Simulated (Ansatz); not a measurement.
ZnSe (zinc blende)

```yaml
crystal:
  lattice:
    - [0.00000, 5.66608, 5.66608]
    - [2.83304, 0.00000, 2.83304]
    - [2.83304, 2.83304, 0.00000]
  atoms:
    - { symbol: Se, position: [0.37500, 0.75000, 0.75000] }
    - { symbol: Se, position: [0.87500, 0.75000, 0.75000] }
    - { symbol: Zn, position: [0.00000, 0.00000, 0.00000] }
    - { symbol: Zn, position: [0.50000, 0.00000, 0.00000] }
```

The atoms are displaced by Q × the pattern below (from a DFPT mode at L = (0.5, 0.0, 0.0), largest move 1; Q in Å), at fixed cell. It is one choice among 2 degenerate patterns. (q is in reciprocal vectors of the primitive cell; the cell shown is doubled to hold the pattern.)

```
atom       x       y       z
----  ------  ------  ------
Se1   -0.248   0.453  -0.701
Se2    0.248  -0.453   0.701
Zn3    0.285  -0.520   0.805
Zn4   -0.285   0.520  -0.805
```

All values below come from r2SCAN (plane waves to 500 eV, PAW, scalar-relativistic; Ansatz, a first-principles code). k mesh 5×10×10 (Γ-centred), Fermi-Dirac smearing 0.05 eV. The energy includes the smearing's −TS. The PAW data are Ansatz's earlier set. ZnSe was relaxed with its symmetry unable to fall. ΔE is measured from the undisplaced structure.

```
Q (Å)   ΔE (meV/cell)
------  -------------
-0.180           47.3
-0.150           32.5
-0.120       withheld
-0.090           11.5
-0.060            5.1
-0.030            1.3
0.000             0.0
0.030             1.3
0.060             5.1
0.090            11.5
0.120        withheld
0.150            32.5
0.180            47.3
```

### Question
Fit an even polynomial form (powers 2, 4) to the given rows and predict ΔE at Q = -0.120.

### Answer
Least squares on the 11 given rows: ΔE = (1409)·Q² + (1583)·Q⁴, in meV/cell with Q in Å; root-mean-square residual 0.02 meV/cell. At -0.120 the fit gives 20.6 meV/cell; the calculation gives 20.6 meV/cell, the same to the digits shown. The quadratic term alone would give 20.3 meV/cell.

(For displaced atoms, the force is minus the slope of the energy, and its curvature is a force constant, which sets phonon frequencies.)
